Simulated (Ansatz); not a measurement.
Level of theory: DFT PBE, scalar-relativistic, plane waves, PAW in Ansatz 0.2.0. All cells share a 420 eV cutoff and Γ-centred k meshes spaced at most about 0.3 Å⁻¹ (about 0.25 or finer for metals, 2π included). No spin polarisation in the final relaxations.

These are static total energies at zero pressure. All come from trial cells, and lower structures may exist.

Task: Which of these relaxed structures of NbTe6Mo2 is the lowest in energy?
A. Space group P-3m1 (No. 164), trigonal, a = 3.565 Å, c = 23.506 Å. Nb is surrounded by 6 Te at 2.80 Å and 6 Nb at 3.56 Å; around Te on its first site lie 3 Mo at 2.76 Å; around Te on its second site lie 3 Mo at 2.76 Å; Mo has 6 Te at 2.76 Å; 1 more site not described.
B. Space group P-31m (No. 162), trigonal, a = 6.175 Å, c = 7.983 Å. Nb has 6 Te at 2.79 Å; Te is surrounded by 2 Mo at 2.76 Å and 1 Nb at 2.79 Å; Mo has 6 Te at 2.76 Å.

Result: B. It has space group P-31m (No. 162); the next, A, with space group P-3m1 (No. 164), lies 19 meV/atom higher. Counting Te atoms around Mo and Nb (those within 1.25 times the shortest such distance or 1.15 times the sum of covalent radii), the lowest and the next both have Nb 6, Mo 6.

No dispersion correction is applied, so the spacing and binding between layers, chains or molecules are poorly described (P-31m, P-3m1), and this can change margins and order among such cells. Spin–orbit coupling, which can matter for Te, is left out. Cells relaxed within their symmetry can be saddle points. Some candidate types were left out of the draw beforehand, so a known form may be missing.
